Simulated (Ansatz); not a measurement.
LaGe (CrB-type structure)

Computed with Ansatz (plane waves, PAW, 420 eV cutoff): PBEsol, scalar-relativistic, no spin polarisation, Γ-centred 8×8×8 mesh, 0.05 eV Gaussian smearing; PAW files: Ansatz's generated set soft_2.

```
La Ge
1.0
     2.28014   -5.60955    0.00000
     2.28014    5.60955    0.00000
     0.00000    0.00000    4.06095
La Ge
2 2
Direct
  0.86112 0.13888 0.25000
  0.13888 0.86112 0.75000
  0.57678 0.42322 0.25000
  0.42322 0.57678 0.75000
```

The cell came from substitution into a structure type; whether the compound takes it is for experiment to say.

Cell and atoms are those of this level's equilibrium.

The cell has space group Cmcm (read at 0.01 Å). In it the stress is 0.00, 0.00, 0.00, 0.00, 0.00, 0.00 GPa and the largest force component 0.000 eV/Å. Each change below starts from this cell, without further relaxation. Stress is in GPa, positive in compression, in the order xx, yy, zz, yz, xz, xy; energies are counted from the cell above and are free energies with the smearing's entropy, which match forces and stress in a metal.

Problem. One atom was moved along a Cartesian axis, and these forces appeared. Which atom, and about how far?
```tsv
atom	Fx (eV/Å)	Fy	Fz
La1	0.000	0.052	0.000
La2	0.000	0.319	0.000
Ge3	0.000	0.264	0.000
Ge4	0.000	-0.636	0.000
```

Solution. Atom 4 (Ge) is moved by 0.12 Å along y; the energy changes by 39.1 meV per cell.

Problem. What stress follows from an engineering strain of 1 % in yy, atoms carried along?

Solution. -0.40, -1.39, -0.22, 0.00, 0.00, 0.00 GPa; the energy changes by 4.5 meV per cell.
```tsv
atom	Fx (eV/Å)	Fy	Fz
La1	0.000	-0.009	0.000
La2	0.000	0.009	0.000
Ge3	0.000	0.033	0.000
Ge4	0.000	-0.033	0.000
```
The change of the stress over the strain gives a clamped-atom stiffness of about 138 GPa for this component, a secant value that lies under the elastic constant in tension and over it in compression, by several per cent for each per cent of strain.
In a harmonic crystal the energy would rise by V(½Cε² − σ₀ε), with σ₀ the stress of the unstrained cell, = 4.5 meV, which matches.

No spin–orbit coupling, a notable omission for heavy elements.
